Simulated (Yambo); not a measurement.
G0W0@LDA for Au₂S (space group Pn-3m, No. 224) in Yambo. Reference settings: 2×2×2 Γ-centred k mesh, bands 17 to 286 and a 8 Ry block in the screening, 286 bands in G with the Bruneval-Gonze terminator, plasmon pole fitted at 27.2 eV. The LDA gap Γ → Γ on this mesh is 2.00 eV; G0W0 gaps are taken between the same points.

With and without the terminator, as bands are cut:

```json
[
 {"bands in G (in W)": "78 (78)", "gap, terminator (eV)": "2.757", "gap, none (eV)": "2.651", "valence shift, terminator (eV)": "0.077", "valence shift, none (eV)": "0.380"},
 {"bands in G (in W)": "115 (115)", "gap, terminator (eV)": "2.700", "gap, none (eV)": "2.547", "valence shift, terminator (eV)": "-0.120", "valence shift, none (eV)": "0.176"},
 {"bands in G (in W)": "165 (165)", "gap, terminator (eV)": "2.711", "gap, none (eV)": "2.562", "valence shift, terminator (eV)": "-0.293", "valence shift, none (eV)": "-0.039"},
 {"bands in G (in W)": "225 (225)", "gap, terminator (eV)": "2.704", "gap, none (eV)": "2.587", "valence shift, terminator (eV)": "-0.385", "valence shift, none (eV)": "-0.193"},
 {"bands in G (in W)": "286 (286)", "gap, terminator (eV)": "2.690", "gap, none (eV)": "2.594", "valence shift, terminator (eV)": "-0.423", "valence shift, none (eV)": "-0.272"}
]
```

Over this range the gap spans 0.067 eV with the terminator and 0.104 eV without, the valence shift 0.500 eV and 0.652 eV. Neither column has reached its limit for certain.

Spin-orbit coupling is not included.

Geometry of the Materials Project entry, not relaxed at this level; primitive cell a = 5.274 Å, b = 5.274 Å, c = 5.274 Å, α = 90.00°, β = 90.00°, γ = 90.00°.

A shift is the quasiparticle energy of the state minus its LDA energy.
